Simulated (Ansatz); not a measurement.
### Question
Each is relaxed and computed with r²SCAN (plane waves, PAW; program Ansatz). Which is the only metal?
A. GePdS3, C2/m (Pearson symbol mS20)
B. Cs2Pd3Se4, Fmmm (Cs on 8i, Pd on 4a, Pd on 8e, Se on 16m)
C. LaGe2Pd2, I4/mmm (La on 2a, Ge on 4e, Pd on 4d)
D. KLaGeS4, P2_1 (Pearson symbol mP14)

### Answer
C, LaGe2Pd2, I4/mmm (La on 2a, Ge on 4e, Pd on 4d). LaGe2Pd2: metal; KLaGeS4: gap 2.84 eV (indirect); GePdS3: gap 1.49 eV (indirect); Cs2Pd3Se4: gap 1.23 eV (indirect). Standing as an ambient phase not checked: LaGe2Pd2, I4/mmm (La on 2a, Ge on 4e, Pd on 4d); KLaGeS4, P2_1 (Pearson symbol mP14); GePdS3, C2/m (Pearson symbol mS20); Cs2Pd3Se4, Fmmm (Cs on 8i, Pd on 4a, Pd on 8e, Se on 16m). Weakly bound layers, chains or molecules computed without a dispersion correction, so cells and soft constants are ill determined: GePdS3, C2/m (Pearson symbol mS20). All cells were relaxed under the symmetry of their starts (and spin orders); stability against distortions was not tested throughout. Rows with no word on spin ran without spin polarisation. Spin–orbit coupling is left out wherever it is not named.

Potentials: the later of the program's two PAW sets.
